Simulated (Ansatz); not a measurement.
Al$_{2}$W:
```xyz
6
Lattice="0.0000 4.1738 4.4749 2.4793 0.0000 4.4749 2.4793 4.1738 0.0000" Properties=species:S:1:pos:R:3 pbc="T T T"
Al     1.2397     0.6939     2.2375
Al     1.2397     3.4799     2.2375
Al     2.4793     1.3930     4.4749
Al     2.4793     6.9546     4.4749
W      3.7190     6.2607     6.7124
W      2.4793     4.1738     4.4749
```

Relaxed with PBE. Special points in fractions of this cell's reciprocal vectors: Γ (0.000, 0.000, 0.000); Y (0.500, 0.000, 0.500); T (1.000, 0.500, 0.500); Z (0.500, 0.500, 0.000); Σ0 (0.000, 0.415, 0.415); U0 (1.000, 0.585, 0.585); C0 (0.500, 0.239, 0.739); A0 (0.500, 0.761, 0.261); L (0.500, 0.500, 0.500).

Task: List the band energies nearest the Fermi level at these points for PBE in the plane-wave PAW code Ansatz.

Result: In eV from the Fermi level; about four levels below and three above (degenerate sets whole), none deeper than 8.9 eV; points with the same levels are listed once.

| k | below | above |
|---|---|---|
| Γ | -1.77 -1.64 -0.69 -0.44 | 0.54 1.42 2.20 |
| Y | -1.49 -1.49 -0.81 -0.81 | 0.94 0.94 4.12 4.12 |
| T | -1.13 -1.13 -0.70 -0.70 | 0.66 0.66 2.82 2.82 |
| Z | -1.27 -1.27 -0.41 -0.41 | 0.71 0.71 4.38 4.38 |
| Σ0 | -0.97 -0.68 -0.36 -0.31 | 0.54 0.64 2.73 |
| C0 | -1.36 -1.36 -0.40 -0.40 | 1.20 1.20 3.39 3.39 |
| L | -1.27 -0.73 -0.64 -0.23 | 1.07 1.33 2.27 |

Space group Fddd. The start of the workflow was typed in or built on a structure type; neither database checked (COD, Materials Project) lists it. Whether it is the stable phase at ambient conditions was not checked. The PBE relaxation kept the symmetry of its start; its stability against distortions is not shown here. The run is not spin-polarised. Scalar-relativistic: spin–orbit coupling is off unless named, which matters more the heavier the elements.

Potentials: the earlier of the program's two PAW sets.
